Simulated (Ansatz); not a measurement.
**Vibrational response of Cs$_{4}$Au**

Method: DFT PBE, scalar-relativistic, plane waves, PAW (Ansatz). Plane waves to 420 eV; Γ-centred k mesh 6×6×6; Fermi-Dirac smearing of 0.15 eV. No spin polarisation. Phonons by linear response, acoustic sum rule imposed.

The cell, relaxed at this level:
```yaml
crystal:
  lattice:
    - [-4.59234, 4.59234, 4.59234]
    - [4.59234, -4.59234, 4.59234]
    - [4.59234, 4.59234, -4.59234]
  atoms:
    - { symbol: Cs, position: [0.00000, 0.00000, 0.50000] }
    - { symbol: Cs, position: [0.50000, 0.00000, 0.00000] }
    - { symbol: Cs, position: [0.00000, 0.50000, 0.00000] }
    - { symbol: Cs, position: [0.50000, 0.50000, 0.50000] }
    - { symbol: Au, position: [0.00000, 0.00000, 0.00000] }
```

The structure comes from a generated guess, relaxed at this level; another structure or a mixture of phases may lie lower. In a metal, frequencies depend on the k mesh and the smearing, soft modes most. Spin–orbit coupling is left out, which matters for heavy elements.

(1) Is this structure stable against zone-centre distortions?

(2) List the optical modes at Γ (i marks imaginary ones).

## Answers

(1) No: 3 of the 12 optical modes are imaginary.

(2)
| frequency (THz) | degeneracy |
| --- | --- |
| 0.54i | 2 |
| 0.37i | 1 |
| 0.76 | 3 |
| 1.32 | 3 |
| 1.38 | 3 |
